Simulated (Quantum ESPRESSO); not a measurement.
# Band energies of Rb2KRhF6

```
CELL_PARAMETERS angstrom
      0.00000     4.54272     4.54272
      4.54272     0.00000     4.54272
      4.54272     4.54272     0.00000
ATOMIC_POSITIONS crystal
  F  0.77818 0.22182 0.22182
  F  0.22182 0.77818 0.77818
  F  0.22182 0.77818 0.22182
  F  0.77818 0.22182 0.77818
  F  0.22182 0.22182 0.77818
  F  0.77818 0.77818 0.22182
  K  0.50000 0.50000 0.50000
  Rb 0.75000 0.75000 0.75000
  Rb 0.25000 0.25000 0.25000
  Rh 0.00000 0.00000 0.00000
```

PBEsol (Quantum ESPRESSO, PseudoDojo norm-conserving, 88 Ry, without SOC); path ΓXWKΓLUWLK,UX; energies in eV from the valence-band maximum.

| k (1/Å) | point | band 39 | band 40 | band 41 | band 42 | band 43 | band 44 | band 45 | band 46 |
|---|---|---|---|---|---|---|---|---|---|
| 0.00 | Γ | -2.87 | -2.87 | -0.11 | -0.11 | -0.11 | 2.03 | 2.03 | 3.52 |
| 0.23 |  | -2.92 | -2.87 | -0.12 | -0.08 | -0.08 | 2.04 | 2.08 | 3.89 |
| 0.46 |  | -3.04 | -2.88 | -0.14 | -0.02 | -0.02 | 2.00 | 2.04 | 4.82 |
| 0.69 | X | -3.11 | -2.88 | -0.15 | 0.00 | 0.00 | 1.89 | 2.05 | 5.57 |
| 0.69 | W | -2.97 | -2.97 | -0.07 | -0.07 | 0.00 | 1.93 | 2.12 | 6.06 |
| 0.94 | K | -3.06 | -2.92 | -0.11 | -0.02 | -0.01 | 1.95 | 2.10 | 5.85 |
| 1.12 |  | -2.98 | -2.97 | -0.06 | -0.06 | -0.04 | 2.02 | 2.14 | 5.26 |
| 1.30 |  | -2.94 | -2.92 | -0.09 | -0.07 | -0.06 | 2.05 | 2.13 | 4.40 |
| 1.49 |  | -2.89 | -2.88 | -0.11 | -0.10 | -0.09 | 2.04 | 2.07 | 3.76 |
| 1.67 | Γ | -2.87 | -2.87 | -0.11 | -0.11 | -0.11 | 2.03 | 2.03 | 3.52 |
| 1.87 |  | -2.90 | -2.89 | -0.10 | -0.10 | -0.10 | 2.06 | 2.06 | 3.80 |
| 2.07 |  | -2.96 | -2.93 | -0.08 | -0.06 | -0.06 | 2.12 | 2.12 | 4.53 |
| 2.27 | L | -2.98 | -2.95 | -0.08 | -0.05 | -0.05 | 2.15 | 2.15 | 5.48 |
| 2.48 |  | -3.00 | -2.95 | -0.08 | -0.05 | -0.03 | 2.06 | 2.13 | 5.64 |
| 2.69 | U | -3.06 | -2.92 | -0.11 | -0.02 | -0.01 | 1.95 | 2.10 | 5.85 |
| 2.69 | W | -2.97 | -2.97 | -0.07 | -0.07 | 0.00 | 1.93 | 2.12 | 6.06 |
| 2.81 |  | -2.97 | -2.97 | -0.07 | -0.07 | -0.01 | 1.96 | 2.12 | 5.92 |
| 2.94 |  | -2.98 | -2.97 | -0.07 | -0.06 | -0.03 | 2.04 | 2.13 | 5.70 |
| 3.06 |  | -2.98 | -2.96 | -0.07 | -0.05 | -0.04 | 2.12 | 2.14 | 5.53 |
| 3.18 | L | -2.98 | -2.95 | -0.08 | -0.05 | -0.05 | 2.15 | 2.15 | 5.48 |
| 3.29 |  | -2.98 | -2.96 | -0.07 | -0.05 | -0.04 | 2.12 | 2.14 | 5.52 |
| 3.39 |  | -3.00 | -2.95 | -0.08 | -0.05 | -0.03 | 2.06 | 2.13 | 5.64 |
| 3.50 |  | -3.03 | -2.94 | -0.09 | -0.04 | -0.02 | 1.99 | 2.12 | 5.81 |
| 3.60 | K | -3.06 | -2.92 | -0.11 | -0.02 | -0.01 | 1.95 | 2.10 | 5.85 |
| 3.60 | U | -3.06 | -2.92 | -0.11 | -0.02 | -0.01 | 1.95 | 2.10 | 5.85 |
| 3.85 | X | -3.11 | -2.88 | -0.15 | 0.00 | 0.00 | 1.89 | 2.05 | 5.57 |

The PBEsol gap is direct, 1.89 eV at X. Another valence extremum on the path lies within 0.02 eV, too close to call.

Spin-orbit splittings are left out.

Geometry of the Materials Project entry, not relaxed at this level.
